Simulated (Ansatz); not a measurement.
Ge2Sb2Te5:
```yaml
crystal:
  lattice:
    - [4.24839, 0.00000, 0.00000]
    - [-2.12420, 3.67922, 0.00000]
    - [0.00000, 0.00000, 17.34752]
  atoms:
    - { symbol: Ge, position: [0.33333, 0.66667, 0.90129] }
    - { symbol: Ge, position: [0.66667, 0.33333, 0.09871] }
    - { symbol: Sb, position: [0.00000, 0.00000, 0.68845] }
    - { symbol: Sb, position: [0.00000, 0.00000, 0.31155] }
    - { symbol: Te, position: [0.00000, 0.00000, 0.00000] }
    - { symbol: Te, position: [0.66667, 0.33333, 0.80504] }
    - { symbol: Te, position: [0.33333, 0.66667, 0.19496] }
    - { symbol: Te, position: [0.33333, 0.66667, 0.59027] }
    - { symbol: Te, position: [0.66667, 0.33333, 0.40973] }
```

The program Ansatz at the r²SCAN+D4 level (PAW) gives a gap of 0.37 eV without spin–orbit coupling, maximum at Γ, minimum on the K–Γ line, 85 % of the way from K.

Q: What happens when spin–orbit coupling is switched on?

A: The gap decreases by 0.24 eV, to 0.13 eV; maximum at Γ, minimum at Γ.

Q: Give the electron effective mass with spin–orbit coupling.

A: 0.032, 0.032, 0.61 mₑ (principal values).

Q: Give the hole effective mass with spin–orbit coupling.

A: 0.029, 0.029, 0.44 mₑ (principal values).

Space group P-3m1. Symmetry was held in the r²SCAN+D4 relaxation. At this level the phase is dynamically unstable (imaginary phonons).

Potentials: the earlier of the program's two PAW sets. The files were generated under PBE; for other functionals the program regenerates the frozen cores, and for LDA and PBEsol the local potential too.
